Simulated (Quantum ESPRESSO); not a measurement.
# Mo2TaTi2Mg3: input and log of a self-consistent run

Simulated, not a measurement. The program is pw.x of Quantum ESPRESSO 7.5 (plane-wave density functional theory). The cell is made up: eight metal atoms on a face-centred cubic lattice, with elements, volume, strain and displacements drawn at random and not relaxed, so it may be unstable or far from any real phase. PseudoDojo standard norm-conserving files set the functional (PBE unless stated); there is no spin polarisation or spin-orbit coupling, the Fermi-Dirac width of 0.25 eV means electrons at about 2900 K, and the masses in the input are unused placeholders. Heavy elements are run without spin-orbit coupling, which real alloys of them have. A spin test at this wide smearing found no moment, but such smearing suppresses magnetism that the real alloy may have.

Input:

```
&control calculation='scf', pseudo_dir='./dojo.nc.sr.pbe.v0_5.standard.upf', outdir='./o', disk_io='minimal', tprnfor=.true., tstress=.true. /
&system ibrav=0, nat=8, ntyp=4, nbnd=62, ecutwfc=84.00895049, nosym=.true., tot_charge=0,
 occupations='smearing', smearing='fd', degauss=0.0183746611
/
&electrons conv_thr=1.470e-08, electron_maxstep=70, mixing_beta=0.5 /
ATOMIC_SPECIES
Mg 1.0 Mg.upf
Mo 1.0 Mo.upf
Ta 1.0 Ta.upf
Ti 1.0 Ti.upf
CELL_PARAMETERS angstrom
-0.0004 -2.1123 -2.1598
2.1404 4.1599 -2.0947
8.554 -4.135 4.2314
ATOMIC_POSITIONS angstrom
Mo 0.1058 0.0377 -0.0505
Ta 4.2703 -2.0158 2.1379
Ti 4.2239 0.0104 -0.0844
Mg 8.4873 -2.065 2.0637
Mo 2.0639 -2.1317 -0.0422
Mg 6.4528 -4.097 2.1215
Ti 2.1633 0.0243 -2.1896
Mg 6.4712 -2.1 -0.1022
K_POINTS automatic
8 5 3 1 1 1
```

The log is shortened where brackets say so; the opening notice, blank lines, dates and the lines on written files are dropped, and the path of the files is cut. It prints rydbergs, bohrs and kilobars, and counts compression as positive stress. Its total energy is the free energy E - TS of the whole cell.

```
     Program PWSCF v.7.5
     Parallel version (MPI & OpenMP), running on       4 processor cores
     Number of MPI processes:                 4
     Threads/MPI process:                     1
     [start-up lines left out]
     bravais-lattice index     =            0
     lattice parameter (alat)  =       5.7089  a.u.
     unit-cell volume          =    1032.1233 (a.u.)^3
     number of atoms/cell      =            8
     number of atomic types    =            4
     number of electrons       =        95.00
     number of Kohn-Sham states=           62
     kinetic-energy cutoff     =      84.0090  Ry
     charge density cutoff     =     336.0358  Ry
     scf convergence threshold =      1.5E-08
     mixing beta               =       0.5000
     number of iterations used =            8  plain     mixing
     Exchange-correlation= PBE
                           (   1   4   3   4   0   0   0)
     [axes and pseudopotential details left out]
   Cartesian axes
     site n.     atom                  positions (alat units)
         1        Mo     tau(   1) = (   0.0350213   0.0124792  -0.0167162  )
         2        Ta     tau(   2) = (   1.4135303  -0.6672586   0.7076754  )
         3        Ti     tau(   3) = (   1.3981713   0.0034425  -0.0279376  )
         4        Mg     tau(   4) = (   2.8094176  -0.6835445   0.6831142  )
         5        Mo     tau(   5) = (   0.6831804  -0.7056232  -0.0139688  )
         6        Mg     tau(   6) = (   2.1359690  -1.3561655   0.7022468  )
         7        Ti     tau(   7) = (   0.7160832   0.0080436  -0.7247889  )
         8        Mg     tau(   8) = (   2.1420597  -0.6951300  -0.0338297  )
     number of k points=    60  Fermi-Dirac smearing, width (Ry)=  0.0184
                       cart. coord. in units 2pi/alat
        k(    1) = (   0.0904761  -0.0120336  -0.0756696), wk =   0.0333333
        k(    2) = (  -0.0860990   0.0488520  -0.1351834), wk =   0.0333333
     [further k points left out]
     Dense  grid:   107461 G-vectors     FFT dimensions: (  36,  60, 120)
     Estimated max dynamical RAM per process >     367.42 MB
     Estimated total dynamical RAM >       1.36 GB
     Initial potential from superposition of free atoms
     starting charge      94.9906, renormalised to      95.0000
     Starting wfcs are   65 randomized atomic wfcs
     total cpu time spent up to now is        5.2 secs
     per-process dynamical memory:   292.5 Mb
     Self-consistent Calculation
     iteration #  1     ecut=    84.01 Ry     beta= 0.50
     Davidson diagonalization with overlap
     ethr =  1.00E-02,  avg # of iterations =  4.2
     total cpu time spent up to now is       16.6 secs
     total energy              =   -1002.52828982 Ry
     estimated scf accuracy    <       3.85305310 Ry
     iteration #  2     ecut=    84.01 Ry     beta= 0.50
     Davidson diagonalization with overlap
     ethr =  4.06E-03,  avg # of iterations =  5.5
     total cpu time spent up to now is       30.3 secs
     total energy              =    -999.15458708 Ry
     estimated scf accuracy    <     115.64248447 Ry
     iteration #  3     ecut=    84.01 Ry     beta= 0.50
     Davidson diagonalization with overlap
     ethr =  4.06E-03,  avg # of iterations =  6.0
     total cpu time spent up to now is       42.9 secs
     total energy              =   -1004.22244320 Ry
     estimated scf accuracy    <      15.48789704 Ry
     iteration #  4     ecut=    84.01 Ry     beta= 0.50
     Davidson diagonalization with overlap
     ethr =  4.06E-03,  avg # of iterations =  2.8
     total cpu time spent up to now is       52.3 secs
     total energy              =   -1004.98171652 Ry
     estimated scf accuracy    <       3.36035880 Ry
     iteration #  5     ecut=    84.01 Ry     beta= 0.50
     Davidson diagonalization with overlap
     ethr =  3.54E-03,  avg # of iterations =  1.2
     total cpu time spent up to now is       60.3 secs
     total energy              =   -1005.01969534 Ry
     estimated scf accuracy    <       1.52804053 Ry
     [iterations 6 to 15 left out]
     iteration # 16     ecut=    84.01 Ry     beta= 0.50
     Davidson diagonalization with overlap
     ethr =  1.66E-09,  avg # of iterations =  5.1
     total cpu time spent up to now is      175.0 secs
     total energy              =   -1004.98588351 Ry
     estimated scf accuracy    <       0.00001558 Ry
     iteration # 17     ecut=    84.01 Ry     beta= 0.50
     Davidson diagonalization with overlap
     ethr =  1.66E-09,  avg # of iterations =  2.1
     total cpu time spent up to now is      184.3 secs
     total energy              =   -1004.98588411 Ry
     estimated scf accuracy    <       0.00000019 Ry
     iteration # 18     ecut=    84.01 Ry     beta= 0.50
     Davidson diagonalization with overlap
     ethr =  1.98E-10,  avg # of iterations =  4.8
     total cpu time spent up to now is      195.1 secs
     total energy              =   -1004.98588413 Ry
     estimated scf accuracy    <       0.00000004 Ry
     iteration # 19     ecut=    84.01 Ry     beta= 0.50
     Davidson diagonalization with overlap
     ethr =  4.08E-11,  avg # of iterations =  2.2
     total cpu time spent up to now is      204.6 secs
     total energy              =   -1004.98588413 Ry
     estimated scf accuracy    <       0.00000002 Ry
     iteration # 20     ecut=    84.01 Ry     beta= 0.50
     Davidson diagonalization with overlap
     ethr =  2.27E-11,  avg # of iterations =  2.0
     total cpu time spent up to now is      213.6 secs
     End of self-consistent calculation
     [lines on levels left out]
!    total energy              =   -1004.98588413 Ry
     estimated scf accuracy    <          1.2E-09 Ry
     smearing contrib. (-TS)   =      -0.14568646 Ry
     internal energy E=F+TS    =   -1004.84019767 Ry
     The total energy is F=E-TS. E is the sum of the following terms:
     one-electron contribution =    -457.51876277 Ry
     hartree contribution      =     245.42221128 Ry
     xc contribution           =    -152.86851684 Ry
     ewald contribution        =    -639.87512934 Ry
     convergence has been achieved in  20 iterations
     Forces acting on atoms (cartesian axes, Ry/au):
     atom    1 type  2   force =     0.03190792   -0.02311508    0.02185453
     atom    2 type  3   force =    -0.05219877    0.02649998   -0.02598751
     atom    3 type  4   force =     0.00128876   -0.00635818    0.00900737
     atom    4 type  1   force =     0.04083805   -0.00216100    0.00592605
     atom    5 type  2   force =     0.01201624    0.00509208   -0.00761907
     atom    6 type  1   force =     0.00783239   -0.01026450   -0.00054509
     atom    7 type  4   force =    -0.01255649   -0.00147582   -0.00137304
     atom    8 type  1   force =    -0.02912809    0.01178251   -0.00126325
     Total force =     0.097515     Total SCF correction =     0.000127
     Computing stress (Cartesian axis) and pressure
          total   stress  (Ry/bohr**3)                   (kbar)     P=      -58.38
  -0.00038900  -0.00003297   0.00005886          -57.22       -4.85        8.66
  -0.00003297  -0.00043479  -0.00012746           -4.85      -63.96      -18.75
   0.00005886  -0.00012746  -0.00036684            8.66      -18.75      -53.96
     init_run     :      4.97s CPU      5.12s WALL (       1 calls)
     electrons    :    207.85s CPU    208.41s WALL (       1 calls)
     forces       :      1.60s CPU      1.61s WALL (       1 calls)
     stress       :      5.79s CPU      5.79s WALL (       1 calls)
     [timing details left out]
     PWSCF        :   3m40.36s CPU   3m41.10s WALL
     JOB DONE.
```

In other units: free energy -13673.530 eV for the cell, pressure -5.84 GPa, largest force component 1.342 eV/Å in size. The run took 223 s of wall time with four MPI processes on a shared machine (AMD EPYC, Zen 5, virtual cores), so the time is rough. A rerun of this cell at a higher cutoff and on a denser mesh moved values by no more than 0.004 eV in energy, 0.03 GPa in stress and 0.003 eV/Å in force, and a second program with other atomic files agreed on that cell to 2 % rms in force and 0.5 GPa in pressure.